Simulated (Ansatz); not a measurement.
**MnAs: pressure against volume**

MnAs, P6_3/mmc, a = 3.575 Å, c = 5.335 Å. The structure is a COD entry; whether it is the stable form wasn't checked. Ansatz: PBEsol, PAW, 420 eV, Γ-centred 12×12×8 mesh on 4 atoms, Gaussian smearing 0.10 eV; collinear spin, largest moment 2.4 μB. Shape and atoms are relaxed at each volume; pressure is positive in compression.

```tsv
V (Å³/atom)	P (GPa)
13.875	6.89
14.318	?
14.760	0.00
15.203	-2.62
15.646	-4.86
```

Question: Take V0 = 14.760 Å³/atom, fit the third-order Birch–Murnaghan form to the other rows, and predict the missing pressure.

Answer: With the Eulerian strain f = ½[(V0/V)^(2/3) − 1] and y = P/[3f(1 + 2f)^(5/2)], the form is the line y = B0 + 1.5 B0 (B0′ − 4) f. Rows (f, y): 0.02104, 98.5; -0.00976, 94.0; -0.01906, 93.7. Means f = -0.002593, y = 95.400; Σ(Δf)² = 0.0008810, ΣΔfΔy = 0.1113; the slope is their ratio. y = 95.73 + 126.3 f GPa, so B0 = 95.7 GPa and B0′ = 4 + 2 × (126.3)/(3 × 95.73) = 4.88. At V = 14.318, f = 0.01024, y = 97.02 and P = 3.14 GPa. The run gave 2.95 GPa, so the fit is 0.19 GPa too high, 1.6 % of the span of the series, against an rms of 0.01 GPa on the fitted rows. The records add: the largest moment runs from 2.08 to 2.72 μB along the series.

The largest moment runs from 2.08 to 2.72 μB along the series, so B0 and B0′ hold the change of the moment too.

Only parallel moments were tried here.